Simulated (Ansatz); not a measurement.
C:
```cif
data_C2
_chemical_formula_sum 'C2'
_space_group_name_H-M_alt 'P6/mmm'
_space_group_IT_number 191
_space_group_name_Hall '-P 6 2'
_cell_length_a 2.44459
_cell_length_b 2.44459
_cell_length_c 3.61420
_cell_angle_alpha 90.000
_cell_angle_beta 90.000
_cell_angle_gamma 120.000
loop_
_atom_site_label
_atom_site_type_symbol
_atom_site_symmetry_multiplicity
_atom_site_Wyckoff_symbol
_atom_site_fract_x
_atom_site_fract_y
_atom_site_fract_z
_atom_site_occupancy
C1 C 2 c 0.33333 0.66667 0.00000 1
```

Relaxed at zero pressure with DFT-LDA in the program Ansatz with PAW potentials.

Q: The volume is raised by 6 % and shape and atoms relax at that volume. What pressure results, and how do the axes share the change?

A: -0.7 GPa; a 0.1 %, b 0.1 %, c 5.8 %; the energy rises by 1 meV/atom.

Q: Give the new structure.

A: 
Space group P6/mmm (No. 191); a = b = 2.446 Å, c = 3.825 Å, α = β = 90.00°, γ = 120.00°

```
atom  site  symmetry       x       y       z
----  ----  --------  ------  ------  ------
C       2c      -6m2  0.3333  0.6667  0.0000
```

The phase is kept; no other phase was compared at this pressure.

The workflow started from a Materials Project entry (that database holds measured and hypothetical structures alike); the Crystallography Open Database copy checked does not list it. It is not the phase usual at ambient conditions (space group No. 194, 227). Symmetry was held in the LDA relaxation. At this level the phase is mechanically unstable. A crystal of weakly bound layers computed without a dispersion correction: the cell and the soft elastic constants depend strongly on that.

Potentials: the later of the program's two PAW sets.
